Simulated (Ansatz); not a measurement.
Question: Each is relaxed and computed with the program Ansatz at the PBEsol level (PAW). Which is the only one with a gap?
A) YbNi2P2, I4/mmm (Yb on 2a, P on 4e, Ni on 4d)
B) NbP, P-6m2 (Nb on 1a, P on 1f)
C) EuSnP, P4/nmm (P on 2c, Eu on 2c, Sn on 2c)
D) Sr3P4, Fdd2 (Sr on 16b, Sr on 8a, P on 16b, P on 16b)

Answer: D, Sr3P4, Fdd2 (Sr on 16b, Sr on 8a, P on 16b, P on 16b). Sr3P4: gap 0.80 eV (indirect); NbP: metal; YbNi2P2: metal; EuSnP: metal. The 4f shell is in the valence, and the state reached may lie above the lowest one. Spin orders computed, not proven ground states: EuSnP, P4/nmm (P on 2c, Eu on 2c, Sn on 2c) ferromagnetic. Constructed cells (a structure type filled with these elements, in neither database checked): NbP, P-6m2 (Nb on 1a, P on 1f). Standing as an ambient phase not checked: Sr3P4, Fdd2 (Sr on 16b, Sr on 8a, P on 16b, P on 16b); YbNi2P2, I4/mmm (Yb on 2a, P on 4e, Ni on 4d); EuSnP, P4/nmm (P on 2c, Eu on 2c, Sn on 2c). Began spin-polarised and lost the moments: YbNi2P2, I4/mmm (Yb on 2a, P on 4e, Ni on 4d). All cells were relaxed under the symmetry of their starts (and spin orders); stability against distortions was not tested throughout. Rows with no word on spin ran without spin polarisation. No Hubbard U is applied. Spin–orbit coupling is left out wherever it is not named.

Potentials: the later of the program's two PAW sets.
